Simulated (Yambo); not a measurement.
G0W0@PBEsol for AlPO4 (space group P6_3mc, No. 186) in Yambo (3×3×1 mesh, 7 Ry block, plasmon pole, screening fixed), without a terminator:

```json
[
 {"bands N in G": "110", "gap Γ → Γ (eV)": "8.077", "shift of the valence edge (eV)": "-1.335"},
 {"bands N in G": "191", "gap Γ → Γ (eV)": "8.211", "shift of the valence edge (eV)": "-1.594"},
 {"bands N in G": "297", "gap Γ → Γ (eV)": "8.323", "shift of the valence edge (eV)": "-1.753"}
]
```

**Question.** Extrapolate both columns to infinite N with E(N) = E∞ + A/N, test the form, and compare with the terminator.

**Answer.** From two points, E∞ = (N2 E2 − N1 E1)/(N2 − N1). The two largest N give 8.52 eV for the gap and -2.04 eV for the shift; the two smallest give 8.39 eV and -1.95 eV. For the gap the slopes A are -35 and -60 eV: the form isn't reached, and its limit is uncertain. For the shift the slopes A are 67 and 85 eV: the form isn't reached, and its limit is uncertain. With the Bruneval-Gonze terminator and 297 bands the run gives 8.45 eV and -1.97 eV, 0.07 eV and 0.07 eV from the extrapolated values: the terminator too is an estimate of the remainder. Block, mesh and the bands in W are held fixed.

Geometry of the Materials Project entry, not relaxed at this level; primitive cell a = b = 5.286 Å, c = 8.629 Å, α = β = 90.00°, γ = 120.00°.

A shift is the quasiparticle energy of the state minus its PBEsol energy.
